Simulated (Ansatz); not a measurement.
**ZrS: energy along a strain**

ZrS, Fm-3m, a = 5.250 Å (as given, not relaxed at this level: -2.0 GPa). The structure is a COD entry; whether it is the stable form wasn't checked. Ansatz: r2SCAN, PAW, 500 eV, Γ-centred 16×16×16 mesh on 2 atoms, Gaussian smearing 0.15 eV; no spin polarisation. Cell vectors (Å): 0.000 2.625 2.625; 2.625 0.000 2.625; 2.625 2.625 0.000. The cell is strained by x per cent times the pattern (1 -1 0 0 0 0) in the order xx yy zz yz xz xy (engineering shears), with fractional coordinates held. y is the free energy over the start, V0 = 18.088 Å³/atom. Symmetry makes y even in x.

```
x (%) y (meV/atom)
-6.00             ?
-3.00         26.78
 0.00          0.00
 1.50          6.56
 4.50         60.90
 5.25         83.28
```

Problem. Fit y = c2 x² + c4 x⁴ to the other rows, get the stiffness along the pattern, and predict the missing energy.

Solution. Least squares on the rows shown. y = 2.9552 x² + 0.0024411 x⁴. The clamped-ion stiffness p·C·p = 2 × 29.55 eV × 160.2 / 18.088 Å³ = 523 GPa (second derivative at the start, which stands under stress). At x = -6.00 the fit asked for gives 109.55 meV/atom. The run gave 109.51 meV/atom, so the fit is 0.04 meV/atom too high, within the rms miss on the fitted rows (0.06 meV/atom).